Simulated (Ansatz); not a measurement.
Ge2Sb2Te5 (Ge2Sb2Te5-Kooi type, space group P-3m1)

Space group P-3m1 (No. 164); a = b = 4.2933 Å, c = 17.6342 Å, α = β = 90.00°, γ = 120.00°

```tsv
atom	site	symmetry	x	y	z
Te	1a	-3m.	0.0000	0.0000	0.0000
Ge	2d	3m.	0.6667	0.3333	0.0982
Te	2d	3m.	0.3333	0.6667	0.1941
Sb	2c	3m.	0.0000	0.0000	0.3094
Te	2d	3m.	0.6667	0.3333	0.4064
```

This relaxed cell (volume V₀) is scaled evenly in all directions, its shape held. The atoms relax within the cell's symmetry.

Method: PBE (plane waves to 420 eV, PAW, scalar-relativistic; Ansatz, a quantum-chemistry and plane-wave program). k mesh 9×9×2 (Γ-centred), Fermi-Dirac smearing 0.05 eV. Energies are smeared free energies. With the shape held, the modulus is that of even scaling; a crystal free to change shape is softer. Ge2Sb2Te5 was relaxed with its symmetry unable to fall. Spin-orbit coupling is left out, though Sb and Te are heavy. ΔE is measured from the relaxed starting cell.

```tsv
V (Å³/atom)	ΔE (meV/atom)
28.149	34.5
28.670	22.7
29.192	13.7
29.713	7.3
30.234	3.1
30.755	0.7
31.277	0.0
31.798	0.6
32.319	2.4
32.841	5.1
33.362	8.7
33.883	12.9
34.404	17.8
```

Problem. What is the fitted pressure derivative B₀′?

Solution. 8.8.

Problem. What bulk modulus at fixed cell shape B₀ follows from a third-order Birch-Murnaghan fit?

Solution. 25.1 GPa.

(A scan under strain: stresses follow from slopes of the energy per volume, elastic moduli from its curvatures.)
